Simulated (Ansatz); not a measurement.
CoO:
```
CoO
1.0
    2.74817     0.00000     0.00000
   -1.37409     2.37999     0.00000
    0.00000     0.00000     5.35195
Co O
2 2
Direct
  0.00000   0.00000   0.00000
  0.00000   0.00000   0.50000
  0.33333   0.66667   0.25000
  0.66667   0.33333   0.75000
```
The run is spin-polarised; directions of the spins, atom by atom: ↑ ↓ 0 0.

Relaxed with PBEsol. Special points in fractions of this cell's reciprocal vectors: Γ (0.000, 0.000, 0.000); M (0.500, 0.000, 0.000); K (0.333, 0.333, 0.000); A (0.000, 0.000, 0.500); L (0.500, 0.000, 0.500); H (0.333, 0.333, 0.500).

### Question
List the band energies nearest the Fermi level at these points for PBEsol in the plane-wave PAW code Ansatz.

### Answer
In eV from the Fermi level; about four levels below and three above (degenerate sets whole), none deeper than 8.9 eV; … stands for higher levels left out; points with the same levels are listed once.

```csv
k,below,above
Γ ↑,-2.10 -2.10 -0.67 -0.58 -0.58,1.46 1.46 1.64
M ↑,-1.94 -1.65 -1.62 -0.78,0.25 0.44 1.75
K ↑,-2.32 -2.32 -2.04 -1.82 -1.82,0.03 0.12 0.12
A ↑,-0.80 -0.80 -0.77 -0.77,1.11 1.11 4.10
L ↑,-1.93 -1.71 -0.90 -0.70,0.23 0.31 1.27
H ↑,-1.52 -1.52 -0.27 -0.27 -0.03,1.92 1.92 …
```

Space group P6_3/mmc (NiAs type). The start of the workflow was typed in or built on a structure type; neither database checked (COD, Materials Project) lists it. It is not the phase usual at ambient conditions (space group No. 225). Symmetry was held in the PBEsol relaxation, as lowered by the spin order; its stability against distortions is not shown here. Magnetic state: antiferromagnetic, chosen from 5 collinear starts compared on coarse meshes (ties went to the first, and starts can fall back to one state), not a proven ground state. No Hubbard U is applied. The compound may be a true metal, but semilocal functionals without U, or a wrong spin order, can also close a gap. Point labels and valley counts follow the cell and symmetry of the run, lower than the named group.

Potentials: the earlier of the program's two PAW sets. The files were generated under PBE; for other functionals the program regenerates the frozen cores, and for LDA and PBEsol the local potential too.
